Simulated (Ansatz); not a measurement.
## SrO: excitons and shallow donors from band masses and screening

The calculation used Ansatz, DFT r2SCAN, scalar-relativistic, plane waves, PAW.

Settings: cutoff 500 eV, Γ-centred mesh 8×8×8 on the computed 2-atom cell, Gaussian smearing of 0.02 eV; no spin polarisation.

Relaxed cell: Fm-3m, a = 5.161 Å, b = 5.161 Å, c = 5.161 Å, α = 90.00°, β = 90.00°, γ = 90.00°, 2 atoms in the primitive cell.

The calculation gives a Kohn–Sham gap of 3.80 eV, an electron mass of 0.515 mₑ and a hole mass of 0.893 mₑ (harmonic means over x, y, z and over the bands degenerate at each edge), and ε∞ = 3.58 (independent particles, mean of the diagonal).

Task: Estimate the binding energy and radius of a Wannier–Mott exciton and of a shallow donor, and say whether the hydrogenic model can hold.

Result: The reduced mass is μ = mₙmₕ/(mₙ + mₕ) = 0.327 mₑ, with mₙ and mₕ the band masses. With E_b = 13.606 eV × μ/ε² and a = 0.529 Å × ε/μ (μ in mₑ) the exciton has E_b = 348 meV and a = 5.8 Å. For a donor μ is the electron mass: 548 meV and 3.7 Å. The radius isn't large against the shortest lattice vector (3.65 Å), so the continuum picture is doubtful and the numbers are only a scale. In a polar crystal the ions screen too, so a state bound more weakly than an optical phonon feels the larger static constant, which lowers the energy and widens the orbit. The other way, the small Kohn–Sham gap and the missing local fields make ε∞ too large and the masses tend to be too light, which underbinds. The edges lie at different points of the zone, so the exciton is indirect.